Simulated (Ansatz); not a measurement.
Relaxed-ion elastic tensor of TaAs (CsCl type, Pm-3m) in GPa (Voigt order), PBEsol (plane waves, PAW; program Ansatz); density 13.23 g/cm³, 16.06 Å³ per atom.

```
380  102  102  0.0  0.0  0.0
102  380  102  0.0  0.0  0.0
102  102  380  0.0  0.0  0.0
0.0  0.0  0.0  128  0.0  0.0
0.0  0.0  0.0  0.0  128  0.0
0.0  0.0  0.0  0.0  0.0  128
```

Problem. Is the crystal mechanically stable?

Solution. Yes: the smallest eigenvalue of C is 128 GPa.

Problem. Work out the Voigt, Reuss and Hill averages.

Solution. K_V = 195, K_R = 195, K_H = 195; G_V = 132, G_R = 132, G_H = 132 GPa.

Problem. Give Young's modulus, Poisson's ratio, Pugh's ratio and the universal anisotropy index.

Solution. E = 9KG/(3K + G) = 323 GPa; ν = 0.22; K/G = 1.47 (brittle by the Pugh limit of 1.75); A_U = 5G_V/G_R + K_V/K_R − 6 = 0.01.

Problem. Estimate the sound speeds and the Debye temperature.

Solution. v_l = √((K + 4G/3)/ρ) = 5300 m/s, v_t = √(G/ρ) = 3160 m/s, mean 3500 m/s; Θ = (h/k)(3n/4πV)^(1/3) v_m = 413 K.

Problem. Give the Zener ratio and Young's modulus along [100], [110] and [111].

Solution. A = 2C44/(C11 − C12) = 0.92; 1/E = S11 − 2(S11 − S12 − S44/2)Γ with Γ = 0, 1/4, 1/3 gives 336, 320, 315 GPa.

Problem. Solve the Christoffel equation for the three sound speeds along [100], [110], [111].

Solution. Eigenvalues of C_ijkl n_j n_l equal ρv². In km/s, slowest first: [100] 3.11, 3.11, 5.36; [110] 3.11, 3.24, 5.28; [111] 3.20, 3.20, 5.26.

The cell is a constructed one: a structure type filled with these elements; neither database checked (COD, Materials Project) lists it. It is not the phase usual at ambient conditions (space group No. 109). The cell was relaxed with PBEsol under the symmetry of its start; of distortions, only those at the zone centre were tested. No spin polarisation was allowed. As this level gives no gap, shear constants depend on the k-mesh and smearing (Fermi–Dirac, 0.1 eV here). Scalar-relativistic: spin–orbit coupling is off unless named, which matters more the heavier the elements.

Potentials: the later of the program's two PAW sets.
